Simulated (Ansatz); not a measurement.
# Te₄Pt₃ (R-3m): electronic heat capacity and spin susceptibility from the density of states

Computed with Ansatz, DFT r2SCAN, scalar-relativistic, plane waves, PAW.

Plane waves to 500 eV, a k mesh through Γ of 12×12×12 on the computed 7-atom cell and Gaussian smearing (0.10 eV); no spin polarisation.

Relaxed cell: R-3m, a = 4.006 Å, b = 4.006 Å, c = 36.991 Å, α = 90.00°, β = 90.00°, γ = 120.00°, 7 atoms in the primitive cell. Whether it is the stable form of this composition wasn't checked.

The density of states at the Fermi level is 2.179 states/eV in the cell of 7 atoms (1 formula unit; both spins, tetrahedra on a 18×18×18 mesh).

Problem. What Sommerfeld coefficient and Pauli susceptibility does this give?

Solution. Per formula unit N(E_F) = 2.179 states/eV. γ = (π²/3) k_B² N(E_F) N_A = 2.357 mJ/(mol K²) per state/eV, so γ = 5.1 mJ/(mol K²), a mole of formula units. χ_P = μ_B² N(E_F) N_A = 3.23×10⁻⁵ emu/mol per state/eV gives 7.0×10⁻⁵ emu/mol. This is the bare band result: a measured γ of the same phase is as a rule larger by a factor 1 + λ from phonons and spin fluctuations, the spin part of χ is larger by the Stoner factor, and a measured χ also holds orbital and core terms. N(E_F) at one energy is sensitive to the mesh where the density of states has sharp peaks.

Spin-orbit coupling is left out, which matters for the bands of heavy elements.

Cost: 1 run of about 13 core-minutes, on Intel Xeon Platinum 8375C (Ice Lake) (shared hosts).